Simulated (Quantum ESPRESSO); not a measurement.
## Band energies of AgI monolayer

```
AgI
1.0
    4.41028     0.00000     0.00000
   -2.20514     3.81942     0.00000
    0.00000     0.00000    17.30000
Ag I
2 2
Cartesian
  0.00000   0.00000   0.76914
  2.20514   1.27314  -0.76914
  0.00000   0.00000  -2.05669
  2.20514   1.27314   2.05669
```

norm-conserving PBEsol (Quantum ESPRESSO, 82 Ry, no spin-orbit coupling); path ΓMKΓ; energies in eV from the valence-band maximum.

```
k (1/Å)  point  band 22  band 23  band 24  band 25  band 26  band 27  band 28  band 29
-------  -----  -------  -------  -------  -------  -------  -------  -------  -------
0.00         Γ    -0.59    -0.30    -0.30     0.00     0.00     2.02     3.24     5.17
0.12              -0.68    -0.40    -0.35    -0.17    -0.02     2.15     3.45     5.29
0.35              -1.43    -0.97    -0.70    -0.56    -0.13     2.75     4.26     4.71
0.47              -1.78    -1.35    -0.96    -0.68    -0.18     2.99     4.12     4.54
0.70              -1.99    -1.76    -1.44    -1.02    -0.24     3.13     3.82     4.34
0.82         M    -2.01    -1.75    -1.52    -1.11    -0.25     3.13     3.80     4.31
0.94              -2.05    -1.71    -1.69    -1.09    -0.33     3.26     3.82     4.52
1.06              -2.15    -2.06    -1.60    -1.10    -0.51     3.55     3.89     4.81
1.30         K    -2.53    -2.53    -1.30    -1.30    -0.70     4.04     4.04     4.28
1.39              -2.57    -2.33    -1.42    -1.18    -0.67     3.87     4.11     4.38
1.58              -2.31    -1.75    -1.53    -0.93    -0.52     3.53     4.16     4.76
1.77              -1.83    -1.30    -1.07    -0.68    -0.32     3.12     4.30     5.18
1.87              -1.53    -1.04    -0.80    -0.58    -0.22     2.86     4.35     5.14
2.06              -0.85    -0.46    -0.44    -0.37    -0.06     2.33     3.73     5.46
2.25         Γ    -0.59    -0.30    -0.30     0.00     0.00     2.02     3.24     5.17
```

The PBEsol gap is direct, 2.02 eV at Γ. The valence-band maximum lies 5.54 eV below the vacuum level.

Without spin-orbit coupling, band edges of such heavy elements can be off by tenths of an eV.

Geometry relaxed with PBEsol.

This is a model layer cut from the bulk structure; whether it is stable on its own was not checked.
